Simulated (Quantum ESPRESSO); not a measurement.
## Kohn-Sham bands of BP (wurtzite)

```xyz
4
Lattice="3.1883 0.0000 0.0000 -1.5942 2.7612 0.0000 0.0000 0.0000 5.2901" Properties=species:S:1:pos:R:3 pbc="T T T"
B     -1.5942     0.9204    -2.6429
B      1.5942    -0.9204     0.0022
P     -1.5942     0.9204    -0.6634
P      1.5942    -0.9204     1.9816
```

Cell from Materials Project (mp-1008559), symmetrised, no further relaxation. Not found in the COD (Crystallography Open Database) copy used, which has the formula in other groups; not checked further. Level: PBEsol, no spin polarisation, no spin-orbit coupling; pw.x of Quantum ESPRESSO at 61 Ry with PseudoDojo potentials, 12×12×6 k-points, Wannier90. Density: 12×12×6 mesh, cold smearing 0.01 Ry.

Energies are relative to the valence-band maximum; weights are on the orthonormalised atomic waves of the pseudopotential files, averaged over the group. 16 electrons a cell are treated as valence.

Into which isolated groups do the bands fall, where do they lie and what are they made of?


```
bands  from (eV)  to (eV)  filling           weight on atomic waves
-----  ---------  -------  -------  -------------------------------
1–2       -15.85   -10.66   filled  P 3s 46 %, B 2p 26 %, B 2s 18 %
3–8        -9.44     0.00   filled   P 3p 49 %, B 2p 37 %, B 2s 9 %
```

The Kohn-Sham gap over both meshes and the path is 0.87 eV.
